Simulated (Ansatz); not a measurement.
CH2F2 on a (110) slab of SnO2 (P4_2/mnm (No. 136)), 6 planes, outer planes O (top) and O (bottom), 1 a cell of 43.8 Å², relaxed and still whole (its atoms last):

```
CELL_PARAMETERS angstrom
6.46009 0.00000 0.00000
0.00000 6.77887 0.00000
0.00000 0.00000 25.61768
ATOMIC_POSITIONS crystal
O 0.00000 0.00000 0.31228
O 0.50000 0.00000 0.31228
Sn 0.00000 0.50000 0.36356
Sn 0.50000 0.50000 0.36356
Sn 0.25000 0.00000 0.36356
Sn 0.75000 0.00000 0.36356
O 0.25000 0.30621 0.36356
O 0.75000 0.30621 0.36356
O 0.25000 0.69379 0.36356
O 0.75000 0.69379 0.36356
O 0.00000 0.00000 0.41484
O 0.50000 0.00000 0.41484
O 0.99877 0.49840 0.44396
O 0.50088 0.49783 0.44418
Sn 0.00024 0.99986 0.49300
Sn 0.50038 0.00034 0.49380
Sn 0.24874 0.49870 0.50024
Sn 0.74991 0.50038 0.50233
O 0.24975 0.81277 0.50116
O 0.75106 0.81349 0.50218
O 0.24927 0.18660 0.50203
O 0.75075 0.18659 0.50394
O 0.00190 0.50304 0.54821
O 0.49670 0.50490 0.54822
F 0.14924 0.95232 0.61095
C 0.34054 0.87094 0.61819
F 0.48447 0.99050 0.59128
H 0.34943 0.72275 0.60109
H 0.38218 0.88184 0.65961
```

These are results of Ansatz 0.2.0, DFT PBE+D3(BJ), scalar-relativistic, plane waves, PAW, not measurements. Cutoff 420 eV; k points 3×2×1 on the computed 29-atom cell (Γ-centred); Gaussian smearing, width 0.05 eV; no spin polarisation. The cell repeats along c with a dipole correction in the vacuum.

It binds with 0.64 eV a molecule against the clean slab and the free molecule (no zero-point or thermal terms); its shortest contact is H–O 2.22 Å. Take first-order desorption with no barrier to adsorption, no reaction on the face and an assumed prefactor of 10^13 s⁻¹.

Q: How long does a molecule stay at 300 K?

A: τ = ν⁻¹·exp(E/k_BT) with k_BT = 0.0259 eV: E/k_BT = 24.8, so τ ≈ 6×10^-3 s. At about one hit a site a second (10⁻⁶ mbar) the coverage is near τ × 1 s⁻¹, so a layer needs roughly 2×10^-4 mbar.

Q: Where does its peak lie in a desorption experiment heated at 1 K/s?

A: The peak obeys E/(k_B·T_p²) = (ν/β)·exp(−E/k_BT_p). Solving gives T_p ≈ 233 K (E/k_BT_p = 31.9). An error of 0.1 eV in E moves it by about 36 K, and larger molecules have larger prefactors, which lowers it.

Q: Is this physisorption or chemisorption?

A: The tightest contact, F–Sn 2.50 Å, is 1.28 times the sum of covalent radii, and deformation and lateral interaction add up to +0.06 eV; about 0.05 e cross the plane between them. It lies between the two: closer or more distorted than a van der Waals contact, longer than a covalent bond.

The clean reference is an ideal cut relaxed in this small cell. Real faces with dangling bonds reconstruct or are passivated, and a lower clean face would weaken the binding, shorten τ and lower T_p.

The molecule may also break up before it leaves, which wasn't tried.